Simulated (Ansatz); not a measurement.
Data:

Starting cell, Rh (fcc, Cu type):

```
Rh
1.0
    0.00000     3.80000     3.80000
    1.90000     0.00000     1.90000
    1.90000     1.90000     0.00000
Rh
2
Direct
  0.00000   0.00000   0.00000
  0.50000   0.00000   0.00000
```

The atoms are displaced by Q × the pattern below (from a DFPT mode at L = (0.5, 0.0, 0.0), largest move 1; Q in Å), at fixed cell. It is one choice among 2 degenerate patterns. (q is in reciprocal vectors of the primitive cell; the cell shown is doubled to hold the pattern.)

```tsv
atom	x	y	z
Rh1	-0.285	0.520	-0.805
Rh2	0.285	-0.520	0.805
```

Method: r2SCAN (plane waves to 500 eV, PAW, scalar-relativistic; Ansatz, a first-principles code). k mesh 21×21×21 (Γ-centred), Fermi-Dirac smearing 0.05 eV. Energies are smeared free energies. With partly filled bands, energies and forces of such displacements shift with the k mesh and the smearing. Rh is run without spin polarisation. Rh was relaxed with its symmetry unable to fall. ΔE is measured from the undisplaced structure.

The scan covers Q from -0.100 to 0.100 Å in 13 points.

Question: Which space group does the distorted structure have?

Answer: P-1 (No. 2), lowered from Fm-3m.

Question: What is the energy change at Q = 0.100 Å?

Answer: 72 meV/cell.

Question: What harmonic wavenumber does the curvature at Q = 0 give?

Answer: 139 cm⁻¹.

(For displaced atoms, the force is minus the slope of the energy, and its curvature is a force constant, which sets phonon frequencies.)
